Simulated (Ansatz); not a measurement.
## MgMnRe₂H₂O₁₀: field gradients at two levels of theory

Cell: a computed structure from the Materials Project (it need not be an observed phase), atoms as given.

```yaml
crystal:
  lattice:
    - [7.57095, -2.87729, 0.00000]
    - [7.57095, 2.87729, 0.00000]
    - [-1.94998, 0.00000, 5.66740]
  atoms:
    - { symbol: Mg, position: [0.50000, 0.50000, 0.50000] }
    - { symbol: Mn, position: [0.50000, 0.50000, 0.00000] }
    - { symbol: Re, position: [0.85731, 0.85731, 0.18056] }
    - { symbol: Re, position: [0.14269, 0.14269, 0.81944] }
    - { symbol: H, position: [0.65819, 0.65819, 0.37758] }
    - { symbol: H, position: [0.34181, 0.34181, 0.62242] }
    - { symbol: O, position: [0.67713, 0.18170, 0.21691] }
    - { symbol: O, position: [0.18170, 0.67713, 0.21691] }
    - { symbol: O, position: [0.32287, 0.81830, 0.78309] }
    - { symbol: O, position: [0.81830, 0.32287, 0.78309] }
    - { symbol: O, position: [0.80120, 0.80120, 0.38972] }
    - { symbol: O, position: [0.19880, 0.19880, 0.61028] }
    - { symbol: O, position: [0.77501, 0.77501, 0.90114] }
    - { symbol: O, position: [0.22499, 0.22499, 0.09886] }
    - { symbol: O, position: [0.59035, 0.59035, 0.32786] }
    - { symbol: O, position: [0.40965, 0.40965, 0.67214] }
```

Atom numbers follow the list; atoms alike are taken as one site, whose name carries the number of the first.

First run. Computed with Ansatz: DFT, PBE, plane waves and PAW, scalar-relativistic, collinear spin, 420 eV cutoff, Γ-centred 4×4×4 k-points, Fermi–Dirac smearing 0.02 eV. Start moments as typed (μB): 5 on each Mn, none on the rest.

```tsv
site	atom	V_zz (10²¹ V/m²)	η	m (μB)
Mg	1	-4.01	0.05	0.00
Mn	2	-13.43	0.01	3.89
Re	3	-2.20	0.98	0.02
H	5	4.14	0.05	0.00
O7	7	4.69	0.11	0.01
O11	11	-2.28	0.59	0.01
O13	13	-2.21	0.77	0.02
O15	15	12.03	0.51	0.02
```

Second run. The same atoms and settings, except that the functional is r2SCAN and the cutoff is 500 eV.

Task: Given the first result, estimate the second.

Result: 

```tsv
site	atom	V_zz	η	change of V_zz	m (μB)
Mg	1	-4.17	0.04	-0.16	0.00
Mn	2	-14.51	0.03	-1.08	4.00
Re	3	2.65	0.61	–	0.02
H	5	4.07	0.05	-0.07	0.00
O7	7	4.85	0.08	+0.16	0.01
O11	11	-2.43	0.68	-0.15	0.00
O13	13	-2.41	0.83	-0.20	0.02
O15	15	12.38	0.48	+0.35	0.01
```

The largest change of V_zz along a kept axis is on Mn, from -13.43 to -14.51. In per cent, |V_zz| changes by +4 on Mg, +8 on Mn, -2 on H, +3 to +9 on O (all sites that start above 0.5, bar those whose gradient vanishes or changes sign or whose main axis turns by over 40°). On Re the largest principal value lies along another axis in the second run, so the two V_zz can't be compared directly.

Spin–orbit coupling is left out, which shifts gradients on Re by a few per cent, and by more where contributions nearly cancel. All moments are parallel here, as the start or the cell imposes; many such compounds order antiparallel, where fields and spin densities carried over to other atoms largely cancel. The magnetic order is the one that the run reached from its start moments, not necessarily the measured one.
For the first run: The largest force is 0.8 eV/Å, so the atoms aren't at the calculated equilibrium and relaxing them would move these values.
For the second run: At this cell the r2SCAN pressure is -6 GPa, so with r2SCAN the cell would shrink if it were relaxed. The entry's cell may itself be off. The largest force is 1.6 eV/Å, so the atoms aren't at the calculated equilibrium and relaxing them would move these values. The program didn't check the stability of this electronic state in full, so a lower one may lie near.
